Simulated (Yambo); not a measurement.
Material: Si (space group P6_3/mmc, No. 194) under isotropic strain of -3 % on all lattice vectors; a = b = 3.7111 Å, c = 6.1257 Å, α = β = 90.00°, γ = 120.00° (4 atoms in the cell). The PBEsol cell relaxed from Materials Project entry mp-165 was given an isotropic strain of -3 % on all lattice vectors, and the atoms were relaxed again.

With PBEsol (Quantum ESPRESSO, PseudoDojo norm-conserving, 36 Ry, scalar-relativistic), the gap between the mesh's edge points (Γ → M) is 0.068 eV.

Question: Estimate the G0W0 gap between the same points from Yambo (6×6×2 Γ-centred k mesh, 176 bands and a 10 Ry block in the screening, 176 bands in G with the Bruneval-Gonze terminator, plasmon pole fitted at 27.2 eV).

Answer: The correction is 0.713 eV, giving 0.782 eV.  Convergence of the G0W0 settings was not tested. 

This is not the ordinary phase of the substance; no match was found in the copy of COD used, and its stability was not checked.
